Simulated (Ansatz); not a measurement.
**TeW: which magnetic state is lowest?**

Method: DFT PBEsol, scalar-relativistic, plane waves, PAW in Ansatz 0.2.0.

```
CELL_PARAMETERS angstrom
0.00000 2.78283 2.78283
2.78283 0.00000 2.78283
2.78283 2.78283 0.00000
ATOMIC_POSITIONS crystal
W 0.00000 0.00000 0.00000
Te 0.50000 0.50000 0.50000
```

| Property | Result |
| --- | --- |
| plane-wave cutoff | 420 eV |
| Γ-centred k-mesh | 14×14×14 |
| occupation rule | Gaussian smearing, 0.1 eV |
| list of starting moments (μB, in atom order) | 1 0 |
| check for lower electronic states after the SCF | off |

Each order was relaxed in cell and atoms. A propagation vector, in units of the reciprocal vectors, doubles the cell, which takes an equally dense mesh. Spin–orbit coupling is left out, which for heavy magnetic ions can matter as much as these differences. Site moments are spin moments in atom-centred spheres that scale with the neighbour distance. The states are those that the runs reached from these starts; a lower one can exist.

Task: Starts tried: no spin; ferromagnetic; antiferromagnetic, doubled cell, propagation vector (0, 1/2, 1/2). Which state comes out lowest, and what are the moments?

Result: The lowest state is ferromagnetic, reached from the start “ferromagnetic”, with site moments (μB) W +1.38. The next state lies only 2.43 meV/atom higher, which mesh, smearing and relaxation can turn, so the order isn't settled.

```tsv
start	ends	energy above lowest (meV/atom)	site moments (μB)	gap on mesh (eV)	volume (Å³/atom)
no spin	non-magnetic	32.4	none over 0.05	metal	21.05
ferromagnetic	ferromagnetic	0.00	W +1.38	metal	21.55
antiferromagnetic, doubled cell, propagation vector (0, 1/2, 1/2)	antiferromagnetic	2.43	W +1.37, W -1.37	metal	21.70
```

Cost: 3 runs of about 2.8 core-minutes in all, on Arm Neoverse V2 (shared hosts).